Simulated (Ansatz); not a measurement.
Here is an unrelaxed guess for Li4TaO.

```
Li Ta O
1.0
     3.13939    0.00000    0.00000
    -1.56969    2.71879    0.00000
     0.00000    0.00000    6.97077
Li Ta O
4 1 1
Direct
  0.66667 0.33333 0.23369
  0.33333 0.66667 0.76631
  0.33333 0.66667 0.23369
  0.66667 0.33333 0.76631
  0.00000 0.00000 0.00000
  0.00000 0.00000 0.50000
```

The calculation used Ansatz, DFT PBE, scalar-relativistic, plane waves, PAW. Settings: cutoff 420 eV, Γ-centred mesh 6×6×4 on the computed 6-atom cell, Gaussian smearing of 0.10 eV; no spin polarisation.

Energies over the elements count from the elements' standard structures at the same level (O₂ as a molecule), with no fitted energy shifts.

Question: How far from equilibrium is it?

Answer: The pressure is 35.0 GPa (the mean over three directions, positive in compression), the largest force is 4.40 eV/Å, and the energy is +1.19 eV/atom against the elements. The shortest distance is 1.81 Å.

Question: How much does it gain on relaxing, and where does it end?

Answer: Relaxing gains about 1.3 eV/atom (the start's value is from the coarse mesh, so the gain is rough) in 14 ionic steps and ends at −0.06 eV/atom on the finer mesh. The symmetry stays P6/mmm (No. 191). The volume per atom grows by 9.9 %, from 9.9 to 10.9 Å³. The shortest distance goes from 1.81 Å (Li–Li) to 1.85 Å (Li–Li). Conventional cell: a = 3.210 Å, c = 7.325 Å. Around Li lie 3 Li at 1.85 Å, 3 O at 2.22 Å, 1 Li at 2.44 Å, 3 Li at 3.06 Å, 3 Ta at 3.07 Å and 6 Li at 3.21 Å; Ta is surrounded by 12 Li at 3.07 Å and 6 Ta at 3.21 Å; O has 12 Li at 2.22 Å.

The last run used a 12×12×6 mesh (in the run's order of axes) for its 6-atom cell and Gaussian smearing of 0.10 eV. These runs have no spin–orbit coupling, which can matter for Ta. The relaxation can't lower the symmetry of the start. A structure relaxed within its symmetry needn't be a true minimum. Another cell of Li4TaO relaxed alike, in P4/mmm, lies 0.32 eV/atom lower, so this cell isn't the stable form at this level.
